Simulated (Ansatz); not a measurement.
# ScF$_{3}$: tetragonal deformation path

The calculation used Ansatz 0.2.0, DFT LDA, scalar-relativistic, plane waves, PAW. Cutoff 420 eV, Γ-centred 6×6×6 k-points, Gaussian smearing of 0.05 eV. No spin polarisation. Energies are free energies at this smearing, counted from the undisturbed cell; pressure is positive in compression.

The starting cell (as given, not relaxed at this level; it stands at -3.0 GPa):

```
CELL_PARAMETERS angstrom
4.01245 0.00000 0.00000
0.00000 4.01245 0.00000
0.00000 0.00000 4.01245
ATOMIC_POSITIONS crystal
Sc 0.00000 0.00000 0.00000
F 0.50000 0.00000 0.00000
F 0.00000 0.50000 0.00000
F 0.00000 0.00000 0.50000
```

At fixed volume and fractional coordinates, lengths along (0.000, 0.000, 1.000) are scaled against those across it; ρ is that ratio over its starting value.

ρ, ΔE (meV/atom) and a bar:
```
    0.650     2434.5 ##############################
    0.707     1408.9 #################
    0.780      636.3 ########
    0.850      245.1 ###
    0.920       59.2 #
    0.960       13.6
    1.050       18.0
    1.100       66.6 #
    1.200      232.6 ###
    1.300      468.7 ######
    1.414      806.5 ##########
    1.500     1104.1 ##############
```